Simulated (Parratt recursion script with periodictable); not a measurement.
**How thick is the Ti film? Neutron reflectivity on Si**

| layer, from the top | thickness (Å) | density (g/cm³) | rms roughness of its top face (Å) | ρ (10⁻⁶ Å⁻²) | ρ″ (10⁻⁶ Å⁻²) |
|---|---|---|---|---|---|
| Ti | ? | 3.213 | 3 | −1.362 | 6.846 × 10⁻⁴ |
| Si (substrate) | – | 2.313 | 2.6 | 2.059 | 2.358 × 10⁻⁵ |

ρ and ρ″ are the real and imaginary parts of the scattering length density. Vacuum lies above.

Densities are inputs, not measurements. They were set from computed cells of the Materials Project: Ti from entry mp-46 (P6₃/mmc, 4.589 g/cm³, taken at 70 %); Si from entry mp-149 (Fd-3m, 2.313 g/cm³). A layer's crystal structure does not enter its constants, only its composition and density.

Model: specular neutron reflectivity, Parratt recursion, Névot-Croce roughness, natural isotopes, no magnetic scattering. Program: Parratt recursion script with periodictable 1.7.1.

Neutron wavelength 5.5 Å. Q is scanned from 0.004 to 0.2 Å⁻¹ in 600 evenly spaced points, and the curve is smoothed with a Gaussian of 0.001 Å⁻¹ full width. A minimum is a scan point below both neighbours, placed by a parabola through ln R at the three points.

All minima between 0.02 and 0.105 Å⁻¹: Q = 0.0309, 0.0467, 0.0625, 0.0783, 0.0940 Å⁻¹.

**Question.** Find the film thickness d from the minima.

**Answer.** For consecutive orders m, Q² = 16πρ + (2πm/d)², so u = (Q² − 16πρ)^½ rises by 2π/d from one minimum to the next. The film has 16πρ = −68.5 × 10⁻⁶ Å⁻², and u is 0.0320, 0.0474, 0.0630, 0.0787, 0.0944 Å⁻¹. A straight line through u against the count of the minimum has slope 0.01561 Å⁻¹, so d = 2π/slope = 402.5 Å.

The run used d = 400 Å; the estimate misses by 2.5 Å.
